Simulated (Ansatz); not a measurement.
Crystals of one structure type (rock salt) and one family of elements, relaxed and computed with DFT-r²SCAN in the program Ansatz with PAW potentials.

| crystal | V (Å³/atom) | gap (eV) |
|---|---|---|
| LiF | 7.94 | 10.33 |
| LiCl | 16.70 | 7.29 |
| NaCl | 22.04 | 5.97 |
| KCl | 31.15 | 5.83 |
| KBr | 36.08 | 5.07 |
| RbBr | 41.53 | ? |
| KI | 44.58 | 4.58 |

Q: Fit a straight line to E_g against V and predict the withheld value.

A: Least squares on the 6 shown rows: E_g = -0.142 × V + (10.263), with a scatter of 0.77. For RbBr this gives 4.37. The run itself gave 4.89, within the scatter.

All cells were relaxed under the symmetry of their starts (and spin orders); stability against distortions was not tested throughout. Spin–orbit coupling is left out wherever it is not named.

Potentials: the later of the program's two PAW sets.
